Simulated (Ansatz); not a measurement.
Here is the system:

WO3:
```cif
data_O12W4
_chemical_formula_sum 'W4 O12'
_space_group_name_H-M_alt 'P 1'
_space_group_IT_number 1
_cell_length_a 3.82133
_cell_length_b 7.62490
_cell_length_c 7.45307
_cell_angle_alpha 90.000
_cell_angle_beta 90.000
_cell_angle_gamma 90.000
loop_
_space_group_symop_operation_xyz
  'x, y, z'
loop_
_atom_site_label
_atom_site_type_symbol
_atom_site_fract_x
_atom_site_fract_y
_atom_site_fract_z
_atom_site_occupancy
W1 W 0.95402 0.72195 0.75006 1
W2 W 0.04598 0.27805 0.24994 1
W3 W 0.04598 0.22195 0.74994 1
W4 W 0.95402 0.77805 0.25006 1
O1 O 0.99626 0.01052 0.25040 1
O2 O 0.00374 0.98948 0.74960 1
O3 O 0.00374 0.51052 0.24960 1
O4 O 0.99626 0.48948 0.75040 1
O5 O 0.00162 0.25038 0.50001 1
O6 O 0.99838 0.74962 0.49999 1
O7 O 0.99838 0.75038 0.99999 1
O8 O 0.00162 0.24962 0.00001 1
O9 O 0.51067 0.26114 0.24999 1
O10 O 0.48933 0.73886 0.75001 1
O11 O 0.48933 0.76114 0.25001 1
O12 O 0.51067 0.23886 0.74999 1
```

This is the LDA-relaxed structure.

All from DFT-LDA in the program Ansatz with PAW potentials, unless another level is named. Estimate the Young's modulus.

116 GPa.

Give the highest zone-centre frequency (without LO–TO term).

1056 cm⁻¹.

Space group Pbcm. The workflow started from a Materials Project entry (that database holds measured and hypothetical structures alike); the Crystallography Open Database copy checked does not list it. COD files the formula under space group No. 2, 14, 62, 129, 130, 191, so this cell is another polymorph or a model. Its standing as an ambient phase is unchecked. Symmetry was held in the LDA relaxation; of distortions, only those at the zone centre were tested, and some modes there are weakly imaginary. The run is not spin-polarised. No Hubbard U is applied. On the denser mesh and wider smearing of the elastic run this cell carries a stress of 1.2 GPa. Spin–orbit coupling is left out wherever it is not named.

Potentials: the later of the program's two PAW sets.
